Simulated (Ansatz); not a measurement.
Ansatz input file:

```yaml
crystal:
  lattice:
    - [7.8707151849, 0.0, 0.0]
    - [-3.9353575925, 6.8162392961, 0.0]
    - [0.0, 0.0, 3.0010556753]
  atoms:
    - { symbol: Si, position: [0.7709061383, 0.1770395552, 0.3256285714] }
    - { symbol: Si, position: [0.593866583, 0.7709061383, 0.8256285714] }
    - { symbol: Si, position: [0.8229604448, 0.593866583, 0.3256285714] }
    - { symbol: Si, position: [0.2290938617, 0.8229604448, 0.8256285714] }
    - { symbol: Si, position: [0.406133417, 0.2290938617, 0.3256285714] }
    - { symbol: Si, position: [0.1770395552, 0.406133417, 0.8256285714] }
    - { symbol: "N", position: [0.0328251133, 0.3306789852, 0.3256285714] }
    - { symbol: "N", position: [0.7021461281, 0.0328251133, 0.8256285714] }
    - { symbol: "N", position: [0.6693210148, 0.7021461281, 0.3256285714] }
    - { symbol: "N", position: [0.9671748867, 0.6693210148, 0.8256285714] }
    - { symbol: "N", position: [0.2978538719, 0.9671748867, 0.3256285714] }
    - { symbol: "N", position: [0.3306789852, 0.2978538719, 0.8256285714] }
    - { symbol: "N", position: [0.3333333333, 0.6666666667, -0.1743714286] }
    - { symbol: "N", position: [0.6666666667, 0.3333333333, 0.3256285714] }
basis:
  ecutwfc: 420
kpoints:
  mp_grid: { grid: [6, 6, 8] }
hamiltonian:
  xc: pbe
  dispersion: d3bj
scf:
  occupations: { method: gaussian, width: 0.02 }
output:
  forces: true
  stress: true
  eigenvalues: true
relax:
  adjacent_minimum: "off"
  f_tol: 0.01
  max_steps: 30
  cell: { stress_tol: 0.1, fix: [volume] }
```

Launched with
```bash
ansatz run input.yaml --threads 4 --pin off --max-ram 10240MiB --backend cpu --events-out ev --progress --plain --runs-dir out
```

The calculation used Ansatz 0.2.0, DFT PBE+D3(BJ), scalar-relativistic, plane waves, PAW.

Abridged output (final results; tables in files aren't shown):

```
SCF 5 converged in 4 iterations: F = -6904.416848 eV  dr2 = 1.66e-10
SCF converged after 4 iterations
Free energy (F): -6904.416848 eV
Harris-Foulkes:  -6904.416848 eV  (|F-HF|=1.09e-11)
Internal energy: -6904.416848 eV  (E = F + TS)
E sigma→0 (E₀):  -6904.416848 eV
Fermi energy:    9.007493 eV
--- Per-component energies (eV) ---
  E_band       = 6.277619
  E_kinetic    = 1318.340679
  E_local      = -2220.573777  (includes V_loc(G=0)·N_el)
  E_nonlocal   = 501.182649
  E_hartree    = 738.089306
  E_xc         = -816.970629
  E_vxc        = -899.064150  (∫ρ·V_xc dr)
  E_paw        = -4096.378161  (= ΣΔE_a)
  E_vpaw       = -169.786894  (= ΣTr[D̂ρ^β])
  E_aug_tail   = 0.000843  (compensation charges beyond the density's cutoff)
  E_ewald      = -2324.864051
  E_disp       = -3.243707  (pairwise vdW)
  E_smearing   =  0.000000  (= −TS)
--- Forces (eV/Å), atoms counted from 1 ---
  atom   1  Si     0.00141848    -0.00138527     0.00000000
  atom   2  Si     0.00190892     0.00053580     0.00000000
  atom   3  Si     0.00049044     0.00192107     0.00000000
  atom   4  Si    -0.00141848     0.00138527     0.00000000
  atom   5  Si    -0.00190892    -0.00053580     0.00000000
  atom   6  Si    -0.00049044    -0.00192107     0.00000000
  atom   7  N      0.00119418    -0.00131663     0.00000000
  atom   8  N      0.00173732     0.00037587     0.00000000
  atom   9  N      0.00054315     0.00169250     0.00000000
  atom  10  N     -0.00119418     0.00131663     0.00000000
  atom  11  N     -0.00173732    -0.00037587     0.00000000
  atom  12  N     -0.00054315    -0.00169250     0.00000000
  atom  13  N      0.00000000     0.00000000     0.00000000
  atom  14  N      0.00000000     0.00000000     0.00000000
--- Stress (GPa, compression-positive) ---
      -19.104506       0.000000       0.000000
        0.000000     -19.104506       0.000000
        0.000000       0.000000     -19.109981
  P = ⅓ Tr σ = -19.1063 GPa (-191.063 kbar)
--- Band table (eV; the first three rows and the last of 40) ---
  k-point 0: bands = ["-10.3869", "-9.1101", "-9.1101", "-8.5335", "-8.3586", "-8.3586", "-7.2788", "-6.9993", "-0.7580", "-0.7580", "-0.6719", "0.0691", "0.0691", "1.6772", "1.6772", "2.6310", "2.7774", "3.2729", "3.2729", "3.3927", "3.3927", "3.9532", "3.9532", "3.9919", "4.4120", "5.6672", "5.6672", "5.9529", "5.9529", "6.7142", "6.7242", "6.9450", "10.9101", "11.1057", "11.4752", "11.4752", "11.6285", "11.6285", "12.6745", "13.7622", "14.1887", "14.1887", "15.2796", "15.8405", "15.8405", "16.0846"]
  k-point 1: bands = ["-10.2160", "-8.9562", "-8.9562", "-8.4171", "-8.2293", "-8.2293", "-7.2187", "-6.9805", "-0.7482", "-0.7482", "-0.5572", "0.0786", "0.0786", "1.7290", "1.7290", "2.0545", "2.5899", "2.7698", "2.7698", "2.8254", "2.8254", "3.7777", "3.8706", "3.8706", "3.8765", "5.6389", "5.6389", "5.9796", "5.9796", "6.1272", "6.3102", "7.1048", "11.5676", "12.1829", "12.1904", "12.1904", "12.3171", "12.3171", "13.0026", "13.8315", "14.0713", "14.0713", "15.3818", "15.3818", "15.4029", "15.6726"]
  k-point 2: bands = ["-9.7253", "-8.5283", "-8.5283", "-8.1138", "-7.8928", "-7.8928", "-7.0821", "-6.9938", "-0.9638", "-0.9638", "-0.2670", "-0.2067", "-0.2067", "0.8092", "1.6508", "1.6508", "1.8721", "1.9616", "1.9616", "2.3575", "2.3575", "2.7752", "3.7794", "3.7794", "3.8324", "5.1381", "5.5786", "5.5786", "5.6847", "5.9205", "5.9205", "7.0827", "12.2420", "12.2420", "12.7446", "13.3768", "13.3768", "13.6901", "13.8204", "14.1489", "14.1489", "14.3826", "14.3826", "14.4804", "14.6889", "15.5512"]
  k-point 39: bands = ["-8.1316", "-8.1316", "-7.5997", "-7.5997", "-7.5813", "-7.5813", "-7.0415", "-7.0415", "-1.6742", "-1.6742", "-1.1323", "-1.1323", "-0.8283", "-0.8283", "1.0039", "1.0039", "1.2839", "1.2839", "2.5039", "2.5039", "2.8181", "2.8181", "2.9381", "2.9381", "4.5421", "4.5421", "5.4375", "5.4375", "5.8576", "5.8576", "6.1619", "6.1619", "11.5688", "11.5688", "12.5763", "12.5763", "12.6230", "12.6230", "13.2666", "13.2666", "13.3004", "13.3004", "14.3896", "14.3896", "15.4266", "15.4266"]
--- Relaxed structure (4 steps of the walk, 4 accepted, 1 SCFs on fresh bases) ---
  F+E_penalty+E_count = -6904.41684841 eV   max|allowed force component| = 1.921e-3 eV/Å   (the final SCF, on the basis selected at the relaxed cell)
  cell:  # Å, volume = 161.0027 Å³
    - [7.87359798, 0.0, 0.0]
    - [-3.93679899, 6.81873587, 0.0]
    - [0.0, 0.0, 2.99885849]
  atoms:
    - { symbol: Si, position: [0.77262595, 0.17868064, 0.32562857] }
    - { symbol: Si, position: [0.59394531, 0.77262595, 0.8256285714] }
    - { symbol: Si, position: [0.82131935, 0.59394531, 0.32562857] }
    - { symbol: Si, position: [0.22737404, 0.82131935, 0.8256285714] }
    - { symbol: Si, position: [0.40605468, 0.22737404, 0.32562857] }
    - { symbol: Si, position: [0.17868064, 0.40605468, 0.8256285714] }
    - { symbol: N, position: [0.03443838, 0.33104217, 0.32562857] }
    - { symbol: N, position: [0.70339621, 0.03443838, 0.8256285714] }
    - { symbol: N, position: [0.66895782, 0.70339621, 0.32562857] }
    - { symbol: N, position: [0.96556161, 0.66895782, 0.8256285714] }
    - { symbol: N, position: [0.29660378, 0.96556161, 0.32562857] }
    - { symbol: N, position: [0.33104217, 0.29660378, 0.8256285714] }
    - { symbol: N, position: [0.33333333, 0.66666666, -0.1743714286] }
    - { symbol: N, position: [0.66666666, 0.33333333, 0.32562857] }
```

The relaxation met its thresholds.

The run took 58 s on 4 threads of Intel(R) Xeon(R) Processor @ 2.50GHz (Skylake/Cascade Lake) (shared host), peak memory 0.7 GiB.